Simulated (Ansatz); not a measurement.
Input file for Ansatz (a program for electronic structure):

Ansatz 0.2 input:
```yaml
crystal:
  lattice:
    - [-3.0940219374, 3.0940219374, 2.4211959298]
    - [3.0940219374, -3.0940219374, 2.4211959298]
    - [3.0940219374, 3.0940219374, -2.4211959298]
  atoms:
    - { symbol: Ta, position: [0.1590301572, 0.6590301572, 0.8180603144] }
    - { symbol: Ta, position: [0.6590301572, 0.8409698428, 0.5] }
    - { symbol: Ta, position: [0.8409698428, 0.3409698428, 0.1819396856] }
    - { symbol: Ta, position: [0.3409698428, 0.1590301572, 0.5] }
    - { symbol: Ni, position: [0.75, 0.75, 0.0] }
    - { symbol: Ni, position: [0.25, 0.25, 0.0] }
kpoints:
  mp_grid: { grid: [11, 11, 11] }
hamiltonian:
  xc: r2scan
  pseudopotentials: { kind: paw }
scf:
  occupations: { method: gaussian, width: 0.1 }
checkpoint: { read: metal.run }
output: { bader: true, populations: true }
```

Output (shortened):

```
Pseudopotential: Ta, paw, valence charge 13
Pseudopotential: Ni, paw, valence charge 18
Functional definition: r2SCAN
Crystal: 6 atoms, lattice volume = 92.712 Å³
Basis set: ecut = 500 eV, 2369 PW (Γ), exchange–correlation on 160×160×160 points (64 copies of the dense FFT grid, shifted against one another)
Bands: 53, of which v1, the nominal top of the filled ones, is band 44 counted from 1 (43 counted from 0)
Symmetry: 16 space group operations
Space group: I4/mcm (ITA 140), of the structure as read, at distance tolerance 4.5e-5 Å
k-points: 126 of 1331
Stability of the state it starts from, as read at its close in the unpolarized treatment …
iter 1 solved again at ethr=1.06e-7 eV; its pass at ethr=3.10e-3 eV (dr2=9.32e-5 eV) is discarded
SCF iter   1: F=—  HF=-51469.384811 eV  |F-HF|=—  |Δ(HF+E_count)|=         —  Δρ=2.01e-6  dr2=1.85e-9  dr2_τ=9.24e-11  ethr=1.06e-7  ⟨swp⟩=4.0  Hψ=41930  notcnv=0
preconditioner: auto → Kerker (q_TF=auto, 2.705 Å⁻¹)
SCF iter   2: F=-51469.384811 eV  HF=-51469.384811 eV  |F-HF|=1.82e-8  |Δ(HF+E_count)|=   1.07e-7  Δρ=5.27e-6  dr2=1.80e-8  dr2_τ=1.52e-10  ethr=2.11e-12  ⟨swp⟩=8.2  Hψ=31449  notcnv=0
SCF 1 converged in 2 iterations: F = -51469.384811 eV  dr2 = 1.80e-8
SCF converged after 2 iterations
Free energy (F): -51469.384811 eV
Harris-Foulkes:  -51469.384811 eV  (|F-HF|=1.82e-8)
Internal energy: -51469.360796 eV  (E = F + TS)
E sigma→0 (E₀):  -51469.372804 eV
Entropy (-TS):   -0.024014 eV (-4.002 meV/atom)
Fermi energy:    18.944762 eV
--- Per-component energies (eV) ---
  E_band       = -1074.046440
  E_kinetic    = 2030.918822
  E_local      = -10769.679334  (includes V_loc(G=0)·N_el)
  E_nonlocal   = 1320.734010
  E_hartree    = 4493.773092
  E_xc         = -978.365629
  E_vxc        = -1127.224898  (∫ρ·V_xc dr)
  E_paw        = -36966.794727  (= ΣΔE_a)
  E_vpaw       = -1579.133886  (= ΣTr[D̂ρ^β])
  E_aug_tail   = 0.000783  (compensation charges beyond the density's cutoff)
  E_vtau       = 62.775621  (kinetic-family band-sum trace: ∫τ·v_τ [+ j·A + Jᵃ·Aᵃ] dr)
  E_ewald      = -10596.322555
  E_core_change = -3.625258  (= ΣΔE_core)
  E_smearing   = -0.024014  (= −TS)
  E_closure    = 0.000000  (closes the sum)
  Σ components = -51469.384811   (vs F -51469.384811, Δ=0.00e0)
  [band-id]    e_kinetic+e_local+e_nonlocal+2·e_hartree+e_vxc+e_vpaw+e_augmentation_tail+e_vtau = -1074.062698   (vs E_band -1074.046440, Δ=-1.63e-2)
--- Band table (eV; the first three rows and the last of 126) ---
  k-point 0: bands = ["-88.5465", "-88.5297", "-50.5122", "-50.4590", "-50.4015", "-50.4015", "-47.5738", "-47.4129", "-47.4111", "-47.4111", "-47.3949", "-47.3949", "-16.6515", "-16.6317", "-16.5179", "-16.5179", "-16.4317", "-16.4317", "-16.2842", …
  k-point 1: bands = ["-88.5465", "-88.5297", "-50.5108", "-50.4588", "-50.4032", "-50.4016", "-47.5737", "-47.4129", "-47.4112", "-47.4109", "-47.3949", "-47.3948", "-16.6444", "-16.6368", "-16.5346", "-16.5182", "-16.4305", "-16.4202", "-16.2631", …
  k-point 2: bands = ["-88.5465", "-88.5297", "-50.5072", "-50.4583", "-50.4079", "-50.4016", "-47.5735", "-47.4129", "-47.4113", "-47.4103", "-47.3948", "-47.3948", "-16.6508", "-16.6186", "-16.5708", "-16.5193", "-16.4257", "-16.3941", "-16.2614", …
  k-point 125: bands = ["-88.5466", "-88.5297", "-50.4576", "-50.4504", "-50.4413", "-50.4303", "-47.5719", "-47.4129", "-47.4087", "-47.4087", "-47.3947", "-47.3947", "-16.8014", "-16.6537", "-16.5182", "-16.3597", "-16.3534", "-16.3200", "-16.2870", …
--- Löwdin populations: 6 sites ---
  site symbol       q [e]
     0     Ta     12.9368
     1     Ta     12.9368
     2     Ta     12.9368
     3     Ta     12.9368
     4     Ni     17.6339
     5     Ni     17.6339
  spilling = 0.011193 (of n_electrons = 88.000000)
--- Bader charges: 6 sites ---
  site symbol  charge [e]  shift [e]
     0     Ta      0.6435     0.0002
     1     Ta      0.6435     0.0002
     2     Ta      0.6435     0.0002
     3     Ta      0.6435     0.0002
     4     Ni     -1.2874     0.0005
     5     Ni     -1.2866     0.0005
  shift: an alarm, by how much a part of what the PAW files miss would move the charge. Where it is large, compare
  with a run on PAW files of another source; a small one proves nothing
  estimated error of the sums over rays = 7.4e-4 e
```

Cost: roughly 110 core-seconds on shared cores.

The workflow started from an entry of the Crystallography Open Database (COD). Its standing as an ambient phase is unchecked. The cell was relaxed with r²SCAN under the symmetry of its start; whether a distortion lowers the energy is not shown. No spin polarisation was allowed. Spin–orbit coupling is left out wherever it is not named.

Potentials: the later of the program's two PAW sets.

Ansatz is a plane-wave DFT program.
